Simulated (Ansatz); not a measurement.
Put ZrNbSe₃ in P-4m2 (No. 115): Zr on 1d; Nb on 1b; Se on 2g and 1a.

These are results of DFT PBE, scalar-relativistic, plane waves, PAW in Ansatz 0.2.0, not measurements. Cutoff 420 eV, Γ-centred mesh, Gaussian smearing, collinear spin.

The zero of energy is the elements' standard structures at the same level; no fitted shifts are applied.

**Question.** Predict the relaxed structure.

**Answer.**

Space group P-4m2 (No. 115). a = 4.730 Å, b = 4.730 Å, c = 5.635 Å, α = 90.00°, β = 90.00°, γ = 90.00°
```tsv
atom	site	symmetry	x	y	z
Zr	1d	-4m2	0.0000	0.0000	0.5000
Nb	1b	-4m2	0.5000	0.5000	0.0000
Se	2g	2mm.	0.0000	0.5000	0.6872
Se	1a	-4m2	0.0000	0.0000	0.0000
```

Zr has 4 Se at 2.59 Å and 2 Se at 2.82 Å; Nb has 4 Se at 2.95 Å and 4 Se at 3.34 Å; Se on a site of symmetry 2mm is surrounded by 2 Zr at 2.59 Å, 2 Nb at 2.95 Å and 2 Se at 2.95 Å; around Se on a site of symmetry -4m2 lie 2 Zr at 2.82 Å, 4 Se at 2.95 Å and 4 Nb at 3.34 Å. Another local minimum with the same sites may exist.

**Question.** Where does its energy lie, and is it a metal?

**Answer.** The energy over the elements is −0.14 eV/atom and the gap on the 8×8×8 mesh of the 5-atom cell is 0 eV (a metal). The net moment per atom is 0.60 μB and the moment by site is Zr 0.2; Nb 2.1 μB.

The last run used collinear spin and Gaussian smearing of 0.10 eV. The reference form of Se is held partly by dispersion forces, which this level lacks. Another magnetic order may lie lower. Symmetry constrained the relaxation, so the result can be a saddle point. Another cell of ZrNbSe3 relaxed alike but without spin, in P-6m2, lies 0.54 eV/atom lower, so this cell isn't the stable form at this level. Site moments count only spheres around the atoms; the net moment includes the space between them.
